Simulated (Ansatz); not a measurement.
Relaxed-ion elastic tensor of BaSrTi2O6 in space group Fm-3m (No. 225; Sr on 4a, Ti on 8c, O on 24d, Ba on 4b) in GPa (Voigt order), r²SCAN in the plane-wave PAW code Ansatz; density 5.60 g/cm³, 12.35 Å³ per atom.

```
332  111  111  0.0  0.0  0.0
111  332  111  0.0  0.0  0.0
111  111  332  0.0  0.0  0.0
0.0  0.0  0.0  128  0.0  0.0
0.0  0.0  0.0  0.0  128  0.0
0.0  0.0  0.0  0.0  0.0  128
```

### Question
Is the crystal mechanically stable?

### Answer
Yes: the smallest eigenvalue of C is 128 GPa.

### Question
Work out the Voigt, Reuss and Hill averages.

### Answer
K_V = 185, K_R = 185, K_H = 185; G_V = 121, G_R = 120, G_H = 121 GPa.

### Question
Give Young's modulus, Poisson's ratio, Pugh's ratio and the universal anisotropy index.

### Answer
E = 9KG/(3K + G) = 297 GPa; ν = 0.23; K/G = 1.53 (brittle by the Pugh limit of 1.75); A_U = 5G_V/G_R + K_V/K_R − 6 = 0.03.

### Question
Estimate the sound speeds and the Debye temperature.

### Answer
v_l = √((K + 4G/3)/ρ) = 7850 m/s, v_t = √(G/ρ) = 4640 m/s, mean 5140 m/s; Θ = (h/k)(3n/4πV)^(1/3) v_m = 662 K.

### Question
Give the Zener ratio and Young's modulus along [100], [110] and [111].

### Answer
A = 2C44/(C11 − C12) = 1.16; 1/E = S11 − 2(S11 − S12 − S44/2)Γ with Γ = 0, 1/4, 1/3 gives 276, 302, 312 GPa.

The start of the workflow was typed in or built on a structure type; neither database checked (COD, Materials Project) lists it. Whether it is the stable phase at ambient conditions was not checked. Symmetry was held in the r²SCAN relaxation; its stability against distortions is not shown here. The workflow began spin-polarised and lost its moments. Spin–orbit coupling is left out wherever it is not named.

Potentials: the later of the program's two PAW sets.
